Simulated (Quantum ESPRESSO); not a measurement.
Si3FO4N, one run as intended and one with a planted mistake

A calculation, not a measurement. The program is pw.x of Quantum ESPRESSO 7.5 (plane-wave density functional theory). The cell is made up: 9 atoms on a quartz lattice, with randomly drawn elements, strain and displacements, not relaxed. PseudoDojo standard norm-conserving files (v0.5 for PBE, v0.4.1 for LDA and PBEsol) set the functional; there is no spin polarisation, spin-orbit coupling or dispersion term, and the masses in the input are unused placeholders.

Intended input:

```
&control calculation='scf', pseudo_dir='./dojo.nc.sr.pbe.v0_5.standard.upf', outdir='./o', disk_io='low', tprnfor=.true., tstress=.true. /
&system ibrav=0, nat=9, ntyp=4, nbnd=30, ecutwfc=84.00895049, nosym=.true., tot_charge=0,
 occupations='smearing', smearing='fd', degauss=0.0018374661
/
&electrons conv_thr=7.350e-09, electron_maxstep=60, /
ATOMIC_SPECIES
F 1.0 F.upf
N 1.0 N.upf
O 1.0 O.upf
Si 1.0 Si.upf
CELL_PARAMETERS angstrom
4.9821 0.0693 0.0886
-2.431 4.1962 -0.0809
0.0972 -0.0464 5.3785
ATOMIC_POSITIONS angstrom
Si 2.3568 0.0416 3.622
Si -0.8827 2.1379 1.7638
Si 1.4166 2.1607 0.0663
F 1.4826 1.1393 4.1767
O 3.2731 0.5627 2.5021
O 2.8577 2.5577 0.7936
O 0.5195 1.7518 1.0715
O -1.106 3.0849 2.9263
N 1.0013 3.5678 4.6422
K_POINTS automatic
5 5 4 1 1 1
```

The log is shortened where brackets say so; the opening notice, blank lines, dates and the lines on written files are dropped, and the path of the files is cut. It prints rydbergs, bohrs and kilobars, and counts compression as positive stress. Where no state is partly filled, the Fermi energy that it prints is only some level between the filled and the empty states on the mesh, and need not lie in the true gap.

Log of the intended run:

```
     Program PWSCF v.7.5
     Parallel version (MPI & OpenMP), running on       4 processor cores
     Number of MPI processes:                 4
     Threads/MPI process:                     1
     [start-up lines left out]
     bravais-lattice index     =            0
     lattice parameter (alat)  =       9.4172  a.u.
     unit-cell volume          =     764.6068 (a.u.)^3
     number of atoms/cell      =            9
     number of atomic types    =            4
     number of electrons       =        48.00
     number of Kohn-Sham states=           30
     kinetic-energy cutoff     =      84.0090  Ry
     charge density cutoff     =     336.0358  Ry
     scf convergence threshold =      7.3E-09
     mixing beta               =       0.7000
     number of iterations used =            8  plain     mixing
     Exchange-correlation= PBE
                           (   1   4   3   4   0   0   0)
     [axes and pseudopotential details left out]
   Cartesian axes
     site n.     atom                  positions (alat units)
         1        Si     tau(   1) = (   0.4729330   0.0083478   0.7268174  )
         2        Si     tau(   2) = (  -0.1771291   0.4290069   0.3539372  )
         3        Si     tau(   3) = (   0.2842655   0.4335821   0.0133043  )
         4        F      tau(   4) = (   0.2975095   0.2286204   0.8381277  )
         5        O      tau(   5) = (   0.6568046   0.1129156   0.5020900  )
         6        O      tau(   6) = (   0.5734473   0.5132471   0.1592497  )
         7        O      tau(   7) = (   0.1042467   0.3515292   0.2150152  )
         8        O      tau(   8) = (  -0.2219382   0.6190390   0.5872131  )
         9        N      tau(   9) = (   0.2009283   0.7159413   0.9315384  )
     number of k points=    50  Fermi-Dirac smearing, width (Ry)=  0.0018
                       cart. coord. in units 2pi/alat
        k(    1) = (   0.0955168   0.1763242   0.1156119), wk =   0.0400000
        k(    2) = (   0.0913672   0.1783877   0.3473385), wk =   0.0400000
     [further k points left out]
     Dense  grid:    79587 G-vectors     FFT dimensions: (  60,  54,  60)
     Estimated max dynamical RAM per process >     161.02 MB
     Estimated total dynamical RAM >     585.80 MB
     Initial potential from superposition of free atoms
     starting charge      47.9981, renormalised to      48.0000
     Starting wfcs are   36 randomized atomic wfcs
     total cpu time spent up to now is        2.1 secs
     per-process dynamical memory:   125.5 Mb
     Self-consistent Calculation
     iteration #  1     ecut=    84.01 Ry     beta= 0.70
     Davidson diagonalization with overlap
     ethr =  1.00E-02,  avg # of iterations =  3.0
     total cpu time spent up to now is        5.6 secs
     total energy              =    -226.85790921 Ry
     estimated scf accuracy    <       2.83288953 Ry
     iteration #  2     ecut=    84.01 Ry     beta= 0.70
     Davidson diagonalization with overlap
     ethr =  5.90E-03,  avg # of iterations =  3.0
     total cpu time spent up to now is        8.9 secs
     total energy              =    -227.50815907 Ry
     estimated scf accuracy    <       2.58195283 Ry
     [iterations 3 to 10 left out]
     iteration # 11     ecut=    84.01 Ry     beta= 0.70
     Davidson diagonalization with overlap
     ethr =  5.85E-10,  avg # of iterations =  4.0
     total cpu time spent up to now is       37.1 secs
     total energy              =    -228.04717084 Ry
     estimated scf accuracy    <       0.00000001 Ry
     iteration # 12     ecut=    84.01 Ry     beta= 0.70
     Davidson diagonalization with overlap
     ethr =  2.09E-11,  avg # of iterations =  2.7
     total cpu time spent up to now is       40.2 secs
     End of self-consistent calculation
     [lines on levels left out]
     the Fermi energy is     6.0431 ev
!    total energy              =    -228.04717085 Ry
     estimated scf accuracy    <          9.1E-10 Ry
     smearing contrib. (-TS)   =      -0.00000000 Ry
     internal energy E=F+TS    =    -228.04717085 Ry
     The total energy is F=E-TS. E is the sum of the following terms:
     one-electron contribution =    -107.00871873 Ry
     hartree contribution      =      79.16665249 Ry
     xc contribution           =     -61.09990566 Ry
     ewald contribution        =    -139.10519895 Ry
     convergence has been achieved in  12 iterations
     Forces acting on atoms (cartesian axes, Ry/au):
     atom    1 type  4   force =     0.26501496   -0.33645095    0.01292866
     atom    2 type  4   force =    -0.19206007   -0.21788637   -0.11258280
     atom    3 type  4   force =     0.29247719    0.48293094   -0.23062976
     atom    4 type  1   force =    -0.15331504    0.06811121   -0.00390163
     atom    5 type  3   force =     0.10084739    0.17211374   -0.14752917
     atom    6 type  3   force =     0.03486761   -0.04006047   -0.03403461
     atom    7 type  3   force =    -0.31918032   -0.19292530    0.37255382
     atom    8 type  3   force =     0.00485440    0.11408151    0.10005706
     atom    9 type  2   force =    -0.03350612   -0.04991431    0.04313843
     Total force =     1.026014     Total SCF correction =     0.000060
     Computing stress (Cartesian axis) and pressure
          total   stress  (Ry/bohr**3)                   (kbar)     P=      163.60
   0.00060416  -0.00012551  -0.00137721           88.87      -18.46     -202.59
  -0.00012551   0.00064977   0.00064613          -18.46       95.58       95.05
  -0.00137721   0.00064613   0.00208239         -202.59       95.05      306.33
     init_run     :      2.00s CPU      2.07s WALL (       1 calls)
     electrons    :     37.81s CPU     38.06s WALL (       1 calls)
     forces       :      0.63s CPU      0.64s WALL (       1 calls)
     stress       :      2.12s CPU      2.12s WALL (       1 calls)
     [timing details left out]
     PWSCF        :     42.65s CPU     43.02s WALL
     JOB DONE.
```

A second run has one planted mistake: the smearing is too wide. The input lines that differ, file-writing options aside:

```
- &system ibrav=0, nat=9, ntyp=4, nbnd=30, ecutwfc=84.00895049, nosym=.true., tot_charge=0,
+ &system ibrav=0, nat=9, ntyp=4, nbnd=48, ecutwfc=84.00895049, nosym=.true., tot_charge=0,
-  occupations='smearing', smearing='fd', degauss=0.0018374661
+  occupations='smearing', smearing='fd', degauss=0.0477741188
```

Its log:

```
     Program PWSCF v.7.5
     Parallel version (MPI & OpenMP), running on       4 processor cores
     Number of MPI processes:                 4
     Threads/MPI process:                     1
     [start-up lines left out]
     bravais-lattice index     =            0
     lattice parameter (alat)  =       9.4172  a.u.
     unit-cell volume          =     764.6068 (a.u.)^3
     number of atoms/cell      =            9
     number of atomic types    =            4
     number of electrons       =        48.00
     number of Kohn-Sham states=           48
     kinetic-energy cutoff     =      84.0090  Ry
     charge density cutoff     =     336.0358  Ry
     scf convergence threshold =      7.3E-09
     mixing beta               =       0.7000
     number of iterations used =            8  plain     mixing
     Exchange-correlation= PBE
                           (   1   4   3   4   0   0   0)
     [axes and pseudopotential details left out]
   Cartesian axes
     site n.     atom                  positions (alat units)
         1        Si     tau(   1) = (   0.4729330   0.0083478   0.7268174  )
         2        Si     tau(   2) = (  -0.1771291   0.4290069   0.3539372  )
         3        Si     tau(   3) = (   0.2842655   0.4335821   0.0133043  )
         4        F      tau(   4) = (   0.2975095   0.2286204   0.8381277  )
         5        O      tau(   5) = (   0.6568046   0.1129156   0.5020900  )
         6        O      tau(   6) = (   0.5734473   0.5132471   0.1592497  )
         7        O      tau(   7) = (   0.1042467   0.3515292   0.2150152  )
         8        O      tau(   8) = (  -0.2219382   0.6190390   0.5872131  )
         9        N      tau(   9) = (   0.2009283   0.7159413   0.9315384  )
     number of k points=    50  Fermi-Dirac smearing, width (Ry)=  0.0478
                       cart. coord. in units 2pi/alat
        k(    1) = (   0.0955168   0.1763242   0.1156119), wk =   0.0400000
        k(    2) = (   0.0913672   0.1783877   0.3473385), wk =   0.0400000
     [further k points left out]
     Dense  grid:    79587 G-vectors     FFT dimensions: (  60,  54,  60)
     Estimated max dynamical RAM per process >     210.47 MB
     Estimated total dynamical RAM >     783.57 MB
     Initial potential from superposition of free atoms
     starting charge      47.9981, renormalised to      48.0000
     Starting wfcs are   36 randomized atomic wfcs +   12 random wfcs
     total cpu time spent up to now is        2.4 secs
     per-process dynamical memory:   168.6 Mb
     Self-consistent Calculation
     iteration #  1     ecut=    84.01 Ry     beta= 0.70
     Davidson diagonalization with overlap
     ethr =  1.00E-02,  avg # of iterations =  6.5
     total cpu time spent up to now is        9.8 secs
     total energy              =    -226.93102721 Ry
     estimated scf accuracy    <       2.75985502 Ry
     iteration #  2     ecut=    84.01 Ry     beta= 0.70
     Davidson diagonalization with overlap
     ethr =  5.75E-03,  avg # of iterations =  2.0
     total cpu time spent up to now is       14.3 secs
     total energy              =    -227.34429680 Ry
     estimated scf accuracy    <       3.09594913 Ry
     [iterations 3 to 9 left out]
     iteration # 10     ecut=    84.01 Ry     beta= 0.70
     Davidson diagonalization with overlap
     ethr =  9.15E-10,  avg # of iterations =  2.0
     total cpu time spent up to now is       48.1 secs
     total energy              =    -228.06208211 Ry
     estimated scf accuracy    <       0.00000006 Ry
     iteration # 11     ecut=    84.01 Ry     beta= 0.70
     Davidson diagonalization with overlap
     ethr =  1.25E-10,  avg # of iterations =  2.0
     total cpu time spent up to now is       52.1 secs
     End of self-consistent calculation
     [lines on levels left out]
     the Fermi energy is     7.1259 ev
!    total energy              =    -228.06208212 Ry
     estimated scf accuracy    <          5.9E-09 Ry
     smearing contrib. (-TS)   =      -0.05631225 Ry
     internal energy E=F+TS    =    -228.00576987 Ry
     The total energy is F=E-TS. E is the sum of the following terms:
     one-electron contribution =    -106.96839633 Ry
     hartree contribution      =      79.15691976 Ry
     xc contribution           =     -61.08909435 Ry
     ewald contribution        =    -139.10519895 Ry
     convergence has been achieved in  11 iterations
     Forces acting on atoms (cartesian axes, Ry/au):
     atom    1 type  4   force =     0.24859075   -0.32698864   -0.00122378
     atom    2 type  4   force =    -0.18572520   -0.21245750   -0.10920832
     atom    3 type  4   force =     0.30171923    0.46220421   -0.21957097
     atom    4 type  1   force =    -0.15583431    0.06745283   -0.01105964
     atom    5 type  3   force =     0.09951897    0.16402003   -0.14229619
     atom    6 type  3   force =     0.03431235   -0.03527009   -0.03397275
     atom    7 type  3   force =    -0.31521248   -0.18971200    0.36267482
     atom    8 type  3   force =     0.00267907    0.11856968    0.11203691
     atom    9 type  2   force =    -0.03004838   -0.04781852    0.04261993
     Total force =     1.000625     Total SCF correction =     0.000142
     Computing stress (Cartesian axis) and pressure
          total   stress  (Ry/bohr**3)                   (kbar)     P=      178.66
   0.00073163  -0.00014638  -0.00138938          107.63      -21.53     -204.38
  -0.00014638   0.00074752   0.00067107          -21.53      109.96       98.72
  -0.00138938   0.00067107   0.00216440         -204.38       98.72      318.39
     init_run     :      2.30s CPU      2.38s WALL (       1 calls)
     electrons    :     49.44s CPU     49.65s WALL (       1 calls)
     forces       :      0.82s CPU      0.83s WALL (       1 calls)
     stress       :      2.65s CPU      2.65s WALL (       1 calls)
     [timing details left out]
     PWSCF        :     55.27s CPU     55.63s WALL
     JOB DONE.
```

|  | intended run | run with the mistake |
| --- | --- | --- |
| free energy (eV) | -3102.740 | -3102.943 |
| smearing term -TS (eV) | 0.0000 | -0.7662 |
| pressure (GPa) | 16.36 | 17.87 |
| largest force component (eV/Å) | 12.417 | 11.884 |
| largest change of a force component (eV/Å) |  | 0.533 |
| iterations | 12 | 11 |

For scale, a rerun of the intended cell at a cutoff of 1437 eV and k mesh 7 x 7 x 6 moved values by no more than 0.003 eV in energy, 0.02 GPa in stress and 0.002 eV/Å in force. The number of bands, nbnd, was set by rule from the electron count and the smearing, so it follows the mistake.